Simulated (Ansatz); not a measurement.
Ansatz (a quantum-chemistry and plane-wave program) input:

Ansatz 0.2 input:
```yaml
crystal:
  lattice:
    - [0.0, 2.6599821977, 2.6599821977]
    - [2.6599821977, 0.0, 2.6599821977]
    - [2.6599821977, 2.6599821977, 0.0]
  atoms:
    - { symbol: Ag, position: [0.0, 0.0, 0.0] }
    - { symbol: Al, position: [0.5, 0.5, 0.5] }
kpoints:
  mp_grid: { grid: [13, 13, 13] }
hamiltonian:
  xc: pbesol
  pseudopotentials: { kind: paw }
scf:
  occupations: { method: fermi_dirac, width: 0.1 }
phonons:
  method: dfpt
  response_accuracy: low
  eigenvectors: true
  rigid_motions: translations
```

Output (shortened):

```
Pseudopotential: Ag, paw, valence charge 19
Pseudopotential: Al, paw, valence charge 3
Functional definition: PBEsol
Crystal: 2 atoms, lattice volume = 37.641 Å³
Basis set: ecut = 420 eV, 725 PW (Γ), exchange–correlation on 54×54×54 points (8 copies of the dense FFT grid, shifted against one another)
Bands: 15, of which v1, the nominal top of the filled ones, is band 11 counted from 1 (10 counted from 0)
Symmetry: 48 space group operations
k-points: 196 of 2197 (irreducible under 8 space group operations, time reversal used)
SCF iter   1: F=—  HF=-8046.294790 eV  |F-HF|=—  |Δ(HF+E_count)|=         —  Δρ=7.24e-3  dr2=1.51e-2  ethr=1.77e-3  ⟨swp⟩=4.9  Hψ=13883  notcnv=0
preconditioner: auto → Kerker (q_TF=auto, 2.495 Å⁻¹)
SCF iter   2: F=—  HF=-8046.290927 eV  |F-HF|=—  |Δ(HF+E_count)|=   3.86e-3  Δρ=2.09e-3  dr2=9.06e-4  ethr=6.88e-5  ⟨swp⟩=2.9  Hψ=6581  notcnv=0
SCF iter   3: F=—  HF=-8046.290762 eV  |F-HF|=—  |Δ(HF+E_count)|=   1.65e-4  Δρ=1.12e-3  dr2=3.42e-4  ethr=4.12e-6  ⟨swp⟩=1.0  Hψ=2930  notcnv=0
SCF iter   4: F=—  HF=-8046.290673 eV  |F-HF|=—  |Δ(HF+E_count)|=   8.98e-5  Δρ=1.58e-4  dr2=1.33e-5  ethr=1.55e-6  ⟨swp⟩=2.0  Hψ=3578  notcnv=0
SCF iter   5: F=—  HF=-8046.290662 eV  |F-HF|=—  |Δ(HF+E_count)|=   1.06e-5  Δρ=3.62e-5  dr2=5.43e-7  ethr=6.07e-8  ⟨swp⟩=2.2  Hψ=4092  notcnv=0
SCF iter   6: F=—  HF=-8046.290661 eV  |F-HF|=—  |Δ(HF+E_count)|=   9.73e-7  Δρ=8.30e-6  dr2=2.06e-8  ethr=2.47e-9  ⟨swp⟩=2.3  Hψ=4292  notcnv=0
SCF iter   7: F=—  HF=-8046.290661 eV  |F-HF|=—  |Δ(HF+E_count)|=   1.65e-9  Δρ=1.57e-6  dr2=7.04e-10  ethr=9.37e-11  ⟨swp⟩=1.5  Hψ=3616  notcnv=0
SCF iter   8: F=—  HF=-8046.290661 eV  |F-HF|=—  |Δ(HF+E_count)|=  5.09e-11  Δρ=3.60e-7  dr2=5.07e-11  ethr=3.20e-12  ⟨swp⟩=2.8  Hψ=5253  notcnv=0
SCF iter   9: F=-8046.290661 eV  HF=-8046.290661 eV  |F-HF|=1.82e-12  |Δ(HF+E_count)|=  3.64e-12  Δρ=6.21e-8  dr2=1.23e-12  ethr=1.00e-12  ⟨swp⟩=5.2  Hψ=11745  notcnv=0
SCF 1 converged in 9 iterations: F = -8046.290661 eV  dr2 = 1.23e-12
DFPT response loops at Γ: preconditioner auto → Kerker (q_TF=auto, 2.495 Å⁻¹) (partly filled bands, converged f_vac=0.000) …
SCF converged after 9 iterations
Free energy (F): -8046.290661 eV
Harris-Foulkes:  -8046.290661 eV  (|F-HF|=1.82e-12)
Internal energy: -8046.266015 eV  (E = F + TS)
E sigma→0 (E₀):  -8046.278338 eV
Entropy (-TS):   -0.024646 eV (-12.323 meV/atom)
Fermi energy:    11.082900 eV
--- Per-component energies (eV) ---
  E_band       = -348.727122
  E_kinetic    = 549.096291
  E_local      = -3111.640988  (includes V_loc(G=0)·N_el)
  E_nonlocal   = 91.140006
  E_hartree    = 1399.598330
  E_xc         = -222.909578
  E_vxc        = -263.323985  (∫ρ·V_xc dr)
  E_paw        = -4287.927899  (= ΣΔE_a)
  E_vpaw       = -413.195348  (= ΣTr[D̂ρ^β])
  E_aug_tail   = 0.000290  (compensation charges beyond the density's cutoff)
  E_ewald      = -2463.964346
  E_core_change = 0.341878  (= ΣΔE_core)
  E_smearing   = -0.024646  (= −TS)
  E_closure    = 0.000000  (closes the sum)
  Σ components = -8046.290661   (vs F -8046.290661, Δ=0.00e0)
  [band-id]    e_kinetic+e_local+e_nonlocal+2·e_hartree+e_vxc+e_vpaw+e_augmentation_tail = -348.727074   (vs E_band -348.727122, Δ=4.81e-5)
--- Band table (eV; the first three rows and the last of 196) ---
  k-point 0: bands = ["-81.7440", "-45.2274", "-45.2274", "-45.2274", "1.9469", "5.6145", "5.6145", "5.6550", "5.6550", "5.6550", "15.6069", "15.6069", "15.6069", "20.3808", "20.3808"]
  k-point 1: bands = ["-81.7440", "-45.2277", "-45.2275", "-45.2275", "2.0456", "5.5975", "5.5975", "5.6404", "5.6772", "5.6772", "15.0070", "15.6314", "15.6314", "19.4990", "20.4317"]
  k-point 2: bands = ["-81.7439", "-45.2286", "-45.2276", "-45.2276", "2.3385", "5.5412", "5.5412", "5.6015", "5.7500", "5.7500", "13.6437", "15.7041", "15.7041", "18.8092", "20.3094"]
  k-point 195: bands = ["-81.7437", "-45.2313", "-45.2308", "-45.2296", "4.3260", "5.4859", "5.4875", "5.6072", "6.2890", "8.7612", "9.7531", "10.0119", "10.4477", "19.2916", "19.8484"]
--- Phonons (Γ-DFPT): 2 representative perturbations + reference, on 196 of 2197 k-points (Σ response iterations 5) ---
  ASR residual: 9.434e-5 → 0.000e0 eV/Å²; symmetrization residual: 2.295e-5 eV/Å²
  ASR residual per site (eV/Å²): 9.43e-5 3.20e-5
  Γ frequencies (cm⁻¹): 0.00 0.00 0.00 198.69 198.69 198.69
  non-analytic LO–TO correction: not included (Born effective charges unavailable; polar crystals: no LO–TO splitting at Γ)
```

Cost: very roughly 40 core-seconds on shared cores.

Space group Fm-3m (rock salt). The start of the workflow was typed in or built on a structure type; neither database checked (COD, Materials Project) lists it. Its standing as an ambient phase is unchecked. The cell was relaxed with PBEsol under the symmetry of its start. At this level the phase is mechanically unstable. No spin polarisation was allowed. The volume moved by 18 % from the start of the relaxation. Its formation energy is positive at this level, so the cell may be metastable or incomplete. As this level gives no gap, phonon frequencies hold no LO–TO term and depend on the k-mesh and smearing (Fermi–Dirac, 0.1 eV here). Scalar-relativistic: spin–orbit coupling is off unless named, which matters more the heavier the elements.

Potentials: the later of the program's two PAW sets.

Ansatz is a plane-wave DFT program.
